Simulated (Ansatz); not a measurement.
Hf$_{2}$N (anti-rutile, space group No. 136) under volume change, plane-wave PAW PBEsol (Ansatz code), shape and atoms relaxed at each volume.

| V (Å³/atom) | E − E(relaxed) (meV/atom) | P (GPa) |
|---|---|---|
| 13.723 | 91.9 | 23.52 |
| 14.175 | 38.7 | 14.44 |
| 14.628 | 9.2 | 6.67 |
| 15.080 | 0.0 | 0.00 |
| 15.532 | 8.2 | -5.70 |
| 15.985 | 31.4 | -10.57 |
| 16.437 | 67.2 | -14.70 |

Q: What does a third-order Birch–Murnaghan fit give for V₀, B₀ and B′?

A: V₀ = 15.08 Å³/atom, B₀ = 205 GPa, B′ = 4.2.

Space group P4_2/mnm (anti-rutile). The workflow started from a Materials Project entry (that database holds measured and hypothetical structures alike); the Crystallography Open Database copy checked does not list it. Its standing as an ambient phase is unchecked. Symmetry was held in the PBEsol relaxation; of distortions, only those at the zone centre were tested. No spin polarisation was allowed. Spin–orbit coupling is left out wherever it is not named.

Potentials: the later of the program's two PAW sets.
